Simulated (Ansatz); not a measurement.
Equation of state of yttrium, omega (AlB2-type)

Computed with DFT, r2SCAN, plane waves (500 eV) with PAW, scalar-relativistic in Ansatz 0.2.0. The PAW files were generated under PBE, with cores re-solved for the functional.

The cell is scaled uniformly from the relaxed one, with fractional coordinates and shape fixed. Energies are extrapolated to zero smearing, pressures are those at the given smearing. Magnetic state: ferromagnetic.

| V (Å³/atom) | E − E₀ (meV/atom) | P (GPa) | sphere moment (μB) |
| --- | --- | --- | --- |
| 29.149 | 69.3 | 6.01 | 0.17 |
| 30.474 | 29.5 | 3.69 | 0.23 |
| 31.799 | 7.2 | 1.72 | 0.29 |
| 33.124 | -0.1 | 0.02 | 0.34 |
| 34.448 | 5.9 | -1.44 | 0.37 |
| 35.773 | 23.1 | -2.69 | 0.39 |
| 37.098 | 49.9 | -3.75 | 0.41 |

**Question.** Fit a third-order Birch-Murnaghan equation.

**Answer.** V₀ = 33.16 Å³/atom, B₀ = 39 GPa, B₀′ = 2.7.
